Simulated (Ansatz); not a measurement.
Re3W:
```
CELL_PARAMETERS angstrom
     -1.95232     1.95232     3.91221
      1.95232    -1.95232     3.91221
      1.95232     1.95232    -3.91221
ATOMIC_POSITIONS crystal
  Re 0.75000 0.25000 0.50000
  Re 0.25000 0.75000 0.50000
  Re 0.50000 0.50000 0.00000
  W  0.00000 0.00000 0.00000
```

Relaxed with PBEsol. Special points in fractions of this cell's reciprocal vectors: Γ (0.000, 0.000, 0.000); X (0.000, 0.000, 0.500); P (0.250, 0.250, 0.250); N (0.000, 0.500, 0.000); M (0.500, 0.500, -0.500); S (0.312, 0.688, -0.312); S0 (-0.312, 0.312, 0.312); R (-0.125, 0.125, 0.500); G (0.500, 0.500, -0.125).

Q: List the band energies nearest the Fermi level at these points for the program Ansatz at the PBEsol level (PAW).

A: In eV from the Fermi level; about four levels below and three above (degenerate sets whole), none deeper than 8.9 eV; points with the same levels are listed once.

```
k                          below                above
-  -----------------------------  -------------------
Γ  -2.87 -2.87 -1.59 -1.50 -1.50       0.24 0.61 1.67
X        -1.80 -1.77 -1.63 -0.26       0.24 0.38 0.47
P        -1.15 -1.00 -1.00 -0.86       2.73 3.23 3.23
N        -2.95 -2.78 -2.09 -1.73       0.42 0.49 0.51
M        -4.13 -3.85 -1.15 -0.81  0.50 0.50 0.95 0.95
S        -2.29 -1.49 -0.75 -0.05       0.27 0.79 1.04
R        -1.51 -1.50 -0.76 -0.55       0.67 0.96 1.78
```

Space group I4/mmm. The workflow started from a Materials Project entry (that database holds measured and hypothetical structures alike); the Crystallography Open Database copy checked does not list it. Whether it is the stable phase at ambient conditions was not checked. Symmetry was held in the PBEsol relaxation; its stability against distortions is not shown here. No spin polarisation was allowed. Spin–orbit coupling is left out wherever it is not named.

Potentials: the later of the program's two PAW sets.
